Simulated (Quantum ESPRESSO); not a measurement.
## Ti5CuLi2 (finding a planted mistake in a log)

A calculation, not a measurement. The program is pw.x of Quantum ESPRESSO 7.5 (plane-wave density functional theory). The cell is made up: eight metal atoms on a face-centred cubic lattice, with elements, volume, strain and displacements drawn at random and not relaxed, so it may be unstable or far from any real phase. PseudoDojo standard norm-conserving files set the functional (PBE unless stated); there is no spin polarisation or spin-orbit coupling, the Fermi-Dirac width of 0.25 eV means electrons at about 2900 K, and the masses in the input are unused placeholders. The copper pseudopotential is less sure than most, with forces differing by about three percent and pressure by about two GPa from a second method on plain copper. A spin test at this wide smearing found no moment, but such smearing suppresses magnetism that the real alloy may have.

Intended input:

```
&control calculation='scf', pseudo_dir='./dojo.nc.sr.pbe.v0_5.standard.upf', outdir='./o', disk_io='minimal', tprnfor=.true., tstress=.true. /
&system ibrav=0, nat=8, ntyp=3, nbnd=59, ecutwfc=92.02030273, nosym=.true., tot_charge=0,
 occupations='smearing', smearing='fd', degauss=0.0183746611
/
&electrons conv_thr=1.470e-08, electron_maxstep=70, mixing_beta=0.5 /
ATOMIC_SPECIES
Cu 1.0 Cu.upf
Li 1.0 Li.upf
Ti 1.0 Ti.upf
CELL_PARAMETERS angstrom
2.052 4.1212 2.0226
-0.0089 4.189 -4.1718
-4.0512 4.1291 -0.0688
ATOMIC_POSITIONS angstrom
Ti 0.0693 -0.1107 -0.0125
Cu -1.9199 2.0245 -0.0666
Ti 0.0561 2.028 -2.1428
Ti -2.0233 4.1219 -2.0933
Li 0.0855 4.2199 -0.0958
Ti -2.0455 6.2133 -0.0597
Li -0.1529 6.33 -2.2432
Ti -2.0452 8.2952 -2.2916
K_POINTS automatic
5 5 5 1 1 1
```

The log is shortened where brackets say so; the opening notice, blank lines, dates and the lines on written files are dropped, and the path of the files is cut. It prints rydbergs, bohrs and kilobars, and counts compression as positive stress. Its total energy is the free energy E - TS of the whole cell.

Log of the intended run:

```
     Program PWSCF v.7.5
     Parallel version (MPI & OpenMP), running on       4 processor cores
     Number of MPI processes:                 4
     Threads/MPI process:                     1
     [start-up lines left out]
     bravais-lattice index     =            0
     lattice parameter (alat)  =       9.5025  a.u.
     unit-cell volume          =     935.6910 (a.u.)^3
     number of atoms/cell      =            8
     number of atomic types    =            3
     number of electrons       =        85.00
     number of Kohn-Sham states=           59
     kinetic-energy cutoff     =      92.0203  Ry
     charge density cutoff     =     368.0812  Ry
     scf convergence threshold =      1.5E-08
     mixing beta               =       0.5000
     number of iterations used =            8  plain     mixing
     Exchange-correlation= PBE
                           (   1   4   3   4   0   0   0)
     [axes and pseudopotential details left out]
   Cartesian axes
     site n.     atom                  positions (alat units)
         1        Ti     tau(   1) = (   0.0137814  -0.0220145  -0.0024858  )
         2        Cu     tau(   2) = (  -0.3818030   0.4026044  -0.0132445  )
         3        Ti     tau(   3) = (   0.0111564   0.4033004  -0.4261303  )
         4        Ti     tau(   4) = (  -0.4023658   0.8197062  -0.4162864  )
         5        Li     tau(   5) = (   0.0170031   0.8391951  -0.0190514  )
         6        Ti     tau(   6) = (  -0.4067806   1.2356147  -0.0118723  )
         7        Li     tau(   7) = (  -0.0304066   1.2588224  -0.4460964  )
         8        Ti     tau(   8) = (  -0.4067209   1.6496341  -0.4557216  )
     number of k points=    63  Fermi-Dirac smearing, width (Ry)=  0.0184
                       cart. coord. in units 2pi/alat
        k(    1) = (  -0.0003368   0.1214758   0.0014416), wk =   0.0320000
        k(    2) = (  -0.1864953   0.1834370   0.0640555), wk =   0.0320000
     [further k points left out]
     Dense  grid:   111543 G-vectors     FFT dimensions: (  60,  72,  72)
     Estimated max dynamical RAM per process >     370.00 MB
     Estimated total dynamical RAM >       1.37 GB
     Initial potential from superposition of free atoms
     starting charge      84.9826, renormalised to      85.0000
     Starting wfcs are   64 randomized atomic wfcs
     total cpu time spent up to now is        6.9 secs
     per-process dynamical memory:   296.2 Mb
     Self-consistent Calculation
     iteration #  1     ecut=    92.02 Ry     beta= 0.50
     Davidson diagonalization with overlap
     ethr =  1.00E-02,  avg # of iterations =  3.1
     total cpu time spent up to now is       25.0 secs
     total energy              =    -984.40494865 Ry
     estimated scf accuracy    <      24.58139509 Ry
     iteration #  2     ecut=    92.02 Ry     beta= 0.50
     Davidson diagonalization with overlap
     ethr =  1.00E-02,  avg # of iterations =  3.8
     total cpu time spent up to now is       44.6 secs
     total energy              =    -998.28803035 Ry
     estimated scf accuracy    <      65.98856039 Ry
     [iterations 3 to 19 left out]
     iteration # 20     ecut=    92.02 Ry     beta= 0.50
     Davidson diagonalization with overlap
     ethr =  1.19E-09,  avg # of iterations =  1.2
     total cpu time spent up to now is      311.7 secs
     total energy              =   -1001.51975022 Ry
     estimated scf accuracy    <       0.00000037 Ry
     iteration # 21     ecut=    92.02 Ry     beta= 0.50
     Davidson diagonalization with overlap
     ethr =  4.39E-10,  avg # of iterations =  2.0
     total cpu time spent up to now is      324.7 secs
     End of self-consistent calculation
     [lines on levels left out]
!    total energy              =   -1001.51975026 Ry
     estimated scf accuracy    <          6.4E-09 Ry
     smearing contrib. (-TS)   =      -0.16963263 Ry
     internal energy E=F+TS    =   -1001.35011762 Ry
     The total energy is F=E-TS. E is the sum of the following terms:
     one-electron contribution =    -596.95680432 Ry
     hartree contribution      =     316.63715033 Ry
     xc contribution           =    -140.31106424 Ry
     ewald contribution        =    -580.71939939 Ry
     convergence has been achieved in  21 iterations
     Forces acting on atoms (cartesian axes, Ry/au):
     atom    1 type  3   force =     0.00324621    0.01097249   -0.00099204
     atom    2 type  1   force =    -0.00925618   -0.00241102   -0.00466704
     atom    3 type  3   force =     0.00707460    0.00245572    0.00182932
     atom    4 type  3   force =    -0.00323058    0.00962847    0.00567855
     atom    5 type  2   force =    -0.01066050   -0.00548471    0.00141693
     atom    6 type  3   force =     0.00202366    0.00763803   -0.00657839
     atom    7 type  2   force =     0.00845667   -0.01562872   -0.00357312
     atom    8 type  3   force =     0.00234612   -0.00717025    0.00688578
     Total force =     0.033531     Total SCF correction =     0.000227
     Computing stress (Cartesian axis) and pressure
          total   stress  (Ry/bohr**3)                   (kbar)     P=      -40.40
  -0.00027861  -0.00003985  -0.00004226          -40.98       -5.86       -6.22
  -0.00003985  -0.00027438   0.00011595           -5.86      -40.36       17.06
  -0.00004226   0.00011595  -0.00027090           -6.22       17.06      -39.85
     init_run     :      6.36s CPU      6.81s WALL (       1 calls)
     electrons    :    315.95s CPU    317.82s WALL (       1 calls)
     forces       :      1.86s CPU      1.87s WALL (       1 calls)
     stress       :      6.29s CPU      6.30s WALL (       1 calls)
     [timing details left out]
     PWSCF        :   5m30.55s CPU   5m32.92s WALL
     JOB DONE.
```

A second run was made from an input with one planted mistake. Its log:

```
     Program PWSCF v.7.5
     Parallel version (MPI & OpenMP), running on       4 processor cores
     Number of MPI processes:                 4
     Threads/MPI process:                     1
     [start-up lines left out]
     bravais-lattice index     =            0
     lattice parameter (alat)  =       9.4237  a.u.
     unit-cell volume          =     912.5964 (a.u.)^3
     number of atoms/cell      =            8
     number of atomic types    =            3
     number of electrons       =        85.00
     number of Kohn-Sham states=           59
     kinetic-energy cutoff     =      92.0203  Ry
     charge density cutoff     =     368.0812  Ry
     scf convergence threshold =      1.5E-08
     mixing beta               =       0.5000
     number of iterations used =            8  plain     mixing
     Exchange-correlation= PBE
                           (   1   4   3   4   0   0   0)
     [axes and pseudopotential details left out]
   Cartesian axes
     site n.     atom                  positions (alat units)
         1        Ti     tau(   1) = (   0.0137764  -0.0220182  -0.0024866  )
         2        Cu     tau(   2) = (  -0.3818091   0.4026041  -0.0132350  )
         3        Ti     tau(   3) = (   0.0111495   0.4033059  -0.4261262  )
         4        Ti     tau(   4) = (  -0.4023634   0.8197064  -0.4162802  )
         5        Li     tau(   5) = (   0.0170049   0.8391979  -0.0190503  )
         6        Ti     tau(   6) = (  -0.4067751   1.2356056  -0.0118714  )
         7        Li     tau(   7) = (  -0.0304003   1.2588270  -0.4460990  )
         8        Ti     tau(   8) = (  -0.4067149   1.6496198  -0.4557245  )
     number of k points=    63  Fermi-Dirac smearing, width (Ry)=  0.0184
                       cart. coord. in units 2pi/alat
        k(    1) = (  -0.0003373   0.1214765   0.0014411), wk =   0.0320000
        k(    2) = (  -0.1864941   0.1834388   0.0640540), wk =   0.0320000
     [further k points left out]
     Dense  grid:   108791 G-vectors     FFT dimensions: (  60,  72,  72)
     Estimated max dynamical RAM per process >     361.53 MB
     Estimated total dynamical RAM >       1.33 GB
     Initial potential from superposition of free atoms
     starting charge      84.9826, renormalised to      85.0000
     Starting wfcs are   64 randomized atomic wfcs
     total cpu time spent up to now is        6.4 secs
     per-process dynamical memory:   289.7 Mb
     Self-consistent Calculation
     iteration #  1     ecut=    92.02 Ry     beta= 0.50
     Davidson diagonalization with overlap
     ethr =  1.00E-02,  avg # of iterations =  3.1
     total cpu time spent up to now is       21.6 secs
     total energy              =    -984.30969416 Ry
     estimated scf accuracy    <      24.75667232 Ry
     iteration #  2     ecut=    92.02 Ry     beta= 0.50
     Davidson diagonalization with overlap
     ethr =  1.00E-02,  avg # of iterations =  3.8
     total cpu time spent up to now is       38.2 secs
     total energy              =    -998.32809857 Ry
     estimated scf accuracy    <      65.58786096 Ry
     [iterations 3 to 19 left out]
     iteration # 20     ecut=    92.02 Ry     beta= 0.50
     Davidson diagonalization with overlap
     ethr =  8.94E-10,  avg # of iterations =  4.5
     total cpu time spent up to now is      277.9 secs
     total energy              =   -1001.52485698 Ry
     estimated scf accuracy    <       0.00000006 Ry
     iteration # 21     ecut=    92.02 Ry     beta= 0.50
     Davidson diagonalization with overlap
     ethr =  7.33E-11,  avg # of iterations =  4.2
     total cpu time spent up to now is      293.0 secs
     End of self-consistent calculation
     [lines on levels left out]
!    total energy              =   -1001.52485698 Ry
     estimated scf accuracy    <          6.7E-09 Ry
     smearing contrib. (-TS)   =      -0.16563572 Ry
     internal energy E=F+TS    =   -1001.35922126 Ry
     The total energy is F=E-TS. E is the sum of the following terms:
     one-electron contribution =    -589.21561604 Ry
     hartree contribution      =     313.84093545 Ry
     xc contribution           =    -140.40747021 Ry
     ewald contribution        =    -585.57707045 Ry
     convergence has been achieved in  21 iterations
     Forces acting on atoms (cartesian axes, Ry/au):
     atom    1 type  3   force =     0.00088550    0.01135646   -0.00099020
     atom    2 type  1   force =    -0.00808762   -0.00290581   -0.00489650
     atom    3 type  3   force =     0.00508978    0.00228062    0.00191687
     atom    4 type  3   force =    -0.00072403    0.01004493    0.00533439
     atom    5 type  2   force =    -0.01133804   -0.00566624    0.00161792
     atom    6 type  3   force =     0.00214518    0.00835698   -0.00629883
     atom    7 type  2   force =     0.00863767   -0.01618245   -0.00380289
     atom    8 type  3   force =     0.00339155   -0.00728450    0.00711924
     Total force =     0.033717     Total SCF correction =     0.000168
     Computing stress (Cartesian axis) and pressure
          total   stress  (Ry/bohr**3)                   (kbar)     P=      -24.60
  -0.00017622  -0.00004147  -0.00004359          -25.92       -6.10       -6.41
  -0.00004147  -0.00016560   0.00011788           -6.10      -24.36       17.34
  -0.00004359   0.00011788  -0.00015977           -6.41       17.34      -23.50
     init_run     :      5.93s CPU      6.22s WALL (       1 calls)
     electrons    :    285.33s CPU    286.63s WALL (       1 calls)
     forces       :      1.74s CPU      1.74s WALL (       1 calls)
     stress       :      5.60s CPU      5.61s WALL (       1 calls)
     [timing details left out]
     PWSCF        :   4m58.78s CPU   5m 0.39s WALL
     JOB DONE.
```

Question: the log repeats what the program read. Compare it with the intended run: what was wrong in the second input?

Answer: the cell and the positions are scaled by a wrong factor. The input lines that differ:

```
- 2.052 4.1212 2.0226
- -0.0089 4.189 -4.1718
- -4.0512 4.1291 -0.0688
+ 2.035 4.087 2.0058
+ -0.0088 4.1542 -4.1372
+ -4.0176 4.0948 -0.0682
- Ti 0.0693 -0.1107 -0.0125
- Cu -1.9199 2.0245 -0.0666
- Ti 0.0561 2.028 -2.1428
- Ti -2.0233 4.1219 -2.0933
- Li 0.0855 4.2199 -0.0958
- Ti -2.0455 6.2133 -0.0597
- Li -0.1529 6.33 -2.2432
- Ti -2.0452 8.2952 -2.2916
+ Ti 0.0687 -0.1098 -0.0124
+ Cu -1.904 2.0077 -0.066
+ Ti 0.0556 2.0112 -2.125
+ Ti -2.0065 4.0877 -2.0759
+ Li 0.0848 4.1849 -0.095
+ Ti -2.0285 6.1617 -0.0592
+ Li -0.1516 6.2775 -2.2246
+ Ti -2.0282 8.2263 -2.2726
```

```
                                            intended run  run with the mistake
                          free energy (eV)    -13626.370            -13626.440
         entropy term -TS, part of it (eV)        -2.308                -2.254
                            pressure (GPa)         -4.04                 -2.46
size of the largest force component (eV/Å)         0.402                 0.416
largest change of a force component (eV/Å)                               0.064
                                iterations            21                    21
```

For scale, a rerun of the intended cell at a higher cutoff and on a denser mesh moved values by no more than 0.002 eV in energy, 0.02 GPa in stress and 0.003 eV/Å in force, and a second program with other atomic files agreed on that cell to 2 % rms in force and 0.5 GPa in pressure.